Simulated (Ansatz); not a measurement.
One crystal and one scan (energy against volume) at two levels, PBE (plane waves to 420 eV, PAW, scalar-relativistic; Ansatz, a first-principles code) and r2SCAN (plane waves to 500 eV, PAW, scalar-relativistic; Ansatz), each from its own relaxed cell and on its own mesh.

The crystal is ZrO₂ (tetragonal-ZrO2 type, space group P4_2/nmc); the cell is scaled evenly about its relaxed volume V₀.

Energies are smeared free energies. The PAW data are Ansatz's earlier set. This is a high-temperature form of ZrO2. ZrO2 is run without spin polarisation. ZrO2 was relaxed with its symmetry unable to fall. With the shape held, the modulus is that of even scaling; a crystal free to change shape is softer. Both scans cover V/V₀ from 0.840 to 1.160.

```csv
quantity,run 1,run 2
Lattice constant a (Å),3.621,3.601
Lattice constant c (Å),5.284,5.230
Relaxed volume (Å³/atom),11.55,11.30
Pressure at the smallest volume (GPa),45.7,51.2
Energy cost of the largest compression (meV/atom),222.9,244.9
Energy cost of the largest expansion (meV/atom),118.9,132.1
Bulk modulus at fixed cell shape B₀ (third-order Birch-Murnaghan fit) (GPa),172.0,194.3
Pressure for 5 % compression (fit) (GPa),10.0,11.3
```

Task: Which run is which level?

Result: Run 1 is PBE, run 2 is r2SCAN. PBE gives the higher value for: lattice constant a; lattice constant c; relaxed volume. PBE gives the lower value for: pressure at the smallest volume; energy cost of the largest compression; energy cost of the largest expansion; bulk modulus at fixed cell shape B₀; pressure for 5 % compression.

(A scan under strain: stresses follow from slopes of the energy per volume, elastic moduli from its curvatures.)
